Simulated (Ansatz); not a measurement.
## Mg (simple cubic): energy against volume

Theory: DFT, PBEsol, plane waves (420 eV) with PAW, scalar-relativistic (Ansatz 0.2.0). (PAW data from PBE, frozen cores regenerated.)

The cell is scaled uniformly from the relaxed one, with fractional coordinates and shape fixed. Energies are extrapolated to zero smearing, pressures are those at the given smearing. Magnetic state: spin not included.

A Birch-Murnaghan fit gives V₀ = 26.92 Å³/atom, B₀ = 24 GPa, B₀′ = 3.8.

Problem. What are the energy above the minimum and the pressure at 23.661 Å³/atom?

Solution. 36.2 meV/atom and 3.99 GPa as computed.

Problem. What are the energy above the minimum and the pressure at 25.812 Å³/atom?

Solution. 3.7 meV/atom and 1.12 GPa as computed.

Problem. What are the energy above the minimum and the pressure at 27.963 Å³/atom?

Solution. 2.8 meV/atom and -0.83 GPa as computed.
